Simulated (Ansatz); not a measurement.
Relaxed CuAu (CuAu type, space group P4/mmm):

```yaml
crystal:
  lattice:
    - [5.72117, 0.00000, 0.00000]
    - [0.00000, 2.86058, 0.00000]
    - [0.00000, 0.00000, 3.55181]
  atoms:
    - { symbol: Cu, position: [0.25000, 0.50000, 0.50000] }
    - { symbol: Cu, position: [0.75000, 0.50000, 0.50000] }
    - { symbol: Au, position: [0.00000, 0.00000, 0.00000] }
    - { symbol: Au, position: [0.50000, 0.00000, 0.00000] }
```

A phonon eigenvector at X = (0.5, 0.0, 0.0) is frozen into this cell: atom i moves by Q times the vector below, so Q is the largest atomic displacement, in Å. The cell is held. (q is in reciprocal vectors of the primitive cell; the cell shown is doubled to hold the pattern.)

```tsv
atom	x	y	z
Cu1	0.000	0.000	1.000
Cu2	0.000	0.000	-1.000
```

Atoms not listed stay in place.

These are r2SCAN (plane waves to 500 eV, PAW, scalar-relativistic; Ansatz, an electronic-structure program) values and carry that method's errors. k mesh 8×16×13 (Γ-centred), Fermi-Dirac smearing 0.05 eV. E stands for the smeared free energy. With partly filled bands, energies and forces of such displacements shift with the k mesh and the smearing. CuAu is run without spin polarisation. CuAu was relaxed with its symmetry unable to fall. Spin-orbit coupling is left out, though Au is heavy. The zero of ΔE is the undisplaced structure.

### Question
Estimate the ΔE (eV/cell) for Q (Å) = -0.233, -0.187, -0.093, 0.047, 0.093, 0.140, 0.233, 0.280.

### Answer
```csv
Q (Å),ΔE (eV/cell)
-0.233,0.357
-0.187,0.227
-0.093,0.056
0.047,0.014
0.093,0.056
0.140,0.127
0.233,0.357
0.280,0.518
```

(For displaced atoms, the force is minus the slope of the energy, and its curvature is a force constant, which sets phonon frequencies.)
